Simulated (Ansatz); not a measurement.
Ti3CuC2 in space group P6_3/mmc (No. 194; Ti on 4f, Ti on 2a, Cu on 2b, C on 4f) at seven volumes, r²SCAN in the plane-wave PAW code Ansatz, shape and atoms relaxed at each. One row is withheld.

```json
[
 {"V (Å³/atom)": "10.933", "P (GPa)": "19.63"},
 {"V (Å³/atom)": "11.293", "P (GPa)": "11.84"},
 {"V (Å³/atom)": "11.654", "P (GPa)": "5.28"},
 {"V (Å³/atom)": "12.014", "P (GPa)": "0.00"},
 {"V (Å³/atom)": "12.374", "P (GPa)": "-4.38"},
 {"V (Å³/atom)": "12.735", "P (GPa)": "?"},
 {"V (Å³/atom)": "13.095", "P (GPa)": "-10.16"}
]
```

Task: Fit the shown pressures and predict the withheld one.

Result: P = (3/2)B₀(x^(7/2) − x^(5/2))[1 + (3/4)(B′ − 4)(x − 1)] with x = (V₀/V)^(2/3). Least squares on the six rows gives V₀ = 12.014 Å³/atom, B₀ = 156 GPa, B′ = 6.26. At V = 12.735, x = 0.9619 and P = -7.57 GPa. The run itself gave -7.48 GPa.

The start of the workflow was typed in or built on a structure type; neither database checked (COD, Materials Project) lists it. Whether it is the stable phase at ambient conditions was not checked. The r²SCAN relaxation kept the symmetry of its start; its stability against distortions is not shown here. No spin polarisation was allowed.

Potentials: the earlier of the program's two PAW sets.
